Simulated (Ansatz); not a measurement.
# Surface calculation: rocksalt TaN (100), 2 layers

The slab is cut from the rocksalt crystal, which needn't be the stable phase, as relaxed on PAW files (10.77 Å³/atom), with 16 Å of vacuum and a dipole correction:

```yaml
crystal:
  lattice:
    - [3.12339, 0.00000, 0.00000]
    - [0.00000, 3.12339, 0.00000]
    - [0.00000, 0.00000, 18.20860]
  atoms:
    - { symbol: Ta, position: [0.00000, 0.00000, 0.43935] }
    - { symbol: N, position: [0.50000, 0.50000, 0.43935] }
    - { symbol: Ta, position: [0.50000, 0.50000, 0.56065] }
    - { symbol: N, position: [0.00000, 0.00000, 0.56065] }
```

All numbers are PBE results (scalar-relativistic) from Ansatz 0.2.0, with a Γ-centred 13×13×1 k mesh, Fermi–Dirac smearing of 0.08 eV, no spin polarisation. Methods: LAPW: all electrons, basis error target 1 meV/atom; PAW: frozen-core files, cutoff 420 eV.

The bulk energy comes from a cell in the slab's orientation on a 13×13×9 mesh. The surface energy is (E(slab) − N·E(bulk))/2A at zero smearing, the mean of both faces; thin slabs carry quantum-size effects.

Spin–orbit coupling is left out, which matters for the heavy atoms.

As cut, the LAPW slab lies 1.563 eV above 4 atoms of bulk. What surface energy is that?

Over two faces of 9.76 Å² it is 80.1 meV/Å², and times 16.02 J/m² per eV/Å² that gives γ = 1.283 J/m².

What do relaxation and the other method give, and what work function comes out?



```json
{"method": "LAPW", "γ as cut (J/m²)": "1.283", "γ relaxed (J/m²)": "0.948", "Φ as cut (eV)": "3.91", "Φ relaxed (eV)": "3.42"}
{"method": "PAW", "γ as cut (J/m²)": "1.290", "γ relaxed (J/m²)": "0.952", "Φ as cut (eV)": "3.92", "Φ relaxed (eV)": "3.42"}
```

How do the spacings between the planes relax?

From the bottom face up: d12 0.0 % of 2.209 Å. The outer plane rumples by 0.261 Å.

What changes if the images along the normal are cut off in place of the dipole correction?

LAPW then gives: no gap, work function 3.42 eV; PAW: no gap, work function 3.42 eV.
